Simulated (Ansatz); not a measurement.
BeSe in space group P4_2/mnm (No. 136; Be on 4g, Se on 4f), DFT-PBEsol in the program Ansatz with PAW potentials. The conduction-band minimum lies on the Γ–Z line, 60 % of the way from Γ, with 2 equivalent valleys. Second derivatives d²E/dk² of the lowest band at one valley (eV·Å²), along Cartesian directions:

```json
[
 {"direction": "[100]", "d²E/dk²": "17.62"},
 {"direction": "[010]", "d²E/dk²": "17.62"},
 {"direction": "[001]", "d²E/dk²": "15.00"},
 {"direction": "[110]", "d²E/dk²": "17.62"},
 {"direction": "[101]", "d²E/dk²": "16.31"},
 {"direction": "[011]", "d²E/dk²": "16.31"}
]
```

Q: Find the principal effective masses, the density-of-states mass and the conductivity mass.

A: Off-diagonal terms follow from H_xy = H[110] − (H_xx + H_yy)/2, and m*/mₑ = 7.620 eV·Å² over each eigenvalue: 0.43, 0.43, 0.51. One valley's DOS mass (m₁m₂m₃)^(1/3) = 0.46, conductivity mass 3/(Σ 1/mᵢ) = 0.46 mₑ.

Q: What effective density of states Nc follows at 300 K for parabolic valleys?

A: Nc = 2.509e19 × 2 × (0.46)^(3/2) ≈ 1.6e19 cm⁻³.

Q: With the computed static dielectric constant 7.55 (mean of the diagonal), estimate a hydrogenic donor's binding energy and radius.

A: E = 13.606 eV × 0.46/7.55² ≈ 110 meV; a = 0.529 Å × ε/m* ≈ 8.7 Å. Semilocal masses tend to be too small when the gap is underestimated.

The start of the workflow was typed in or built on a structure type; neither database checked (COD, Materials Project) lists it. COD files the formula under space group No. 216. Its standing as an ambient phase is unchecked. The cell was relaxed with PBEsol under the symmetry of its start; its stability against distortions is not shown here. Scalar-relativistic: spin–orbit coupling is off unless named, which matters more the heavier the elements.

Potentials: the earlier of the program's two PAW sets. The files were generated under PBE; for other functionals the program regenerates the frozen cores, and for LDA and PBEsol the local potential too.
